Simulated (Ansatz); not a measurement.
LiCl (rock salt)

```cif
data_Cl4Li4
_chemical_formula_sum 'Cl4 Li4'
_space_group_name_H-M_alt 'Fm-3m'
_space_group_IT_number 225
_space_group_name_Hall '-F 4 2 3'
_cell_length_a 5.15039
_cell_length_b 5.15039
_cell_length_c 5.15039
_cell_angle_alpha 90.000
_cell_angle_beta 90.000
_cell_angle_gamma 90.000
loop_
_atom_site_label
_atom_site_type_symbol
_atom_site_symmetry_multiplicity
_atom_site_Wyckoff_symbol
_atom_site_fract_x
_atom_site_fract_y
_atom_site_fract_z
_atom_site_occupancy
Cl1 Cl 4 a 0.00000 0.00000 0.00000 1
Li1 Li 4 b 0.50000 0.50000 0.50000 1
```
(The calculation used a cell of 2 atoms; values per cell refer to that cell.)

E(V) scan at fixed shape, V₀ the volume above. Symmetry pins the atoms to their sites.

Level of theory: PBE (plane waves to 420 eV, PAW, scalar-relativistic; Ansatz, a program for electronic structure). k mesh 11×11×11 (Γ-centred), Fermi-Dirac smearing 0.05 eV. The energy includes the smearing's −TS. LiCl was relaxed with its symmetry unable to fall. The zero of ΔE is the relaxed starting cell.

Task: Give the computed ΔE (meV/atom) at V/V₀ = 0.940, 0.952, 0.964, 1.012, 1.036, 1.060.

Result: 
```csv
V/V₀,ΔE (meV/atom)
0.940,6.8
0.952,4.3
0.964,2.3
1.012,0.2
1.036,2.1
1.060,5.5
```

(Under strain, the slope of the energy per volume gives the stress and its curvature an elastic modulus.)
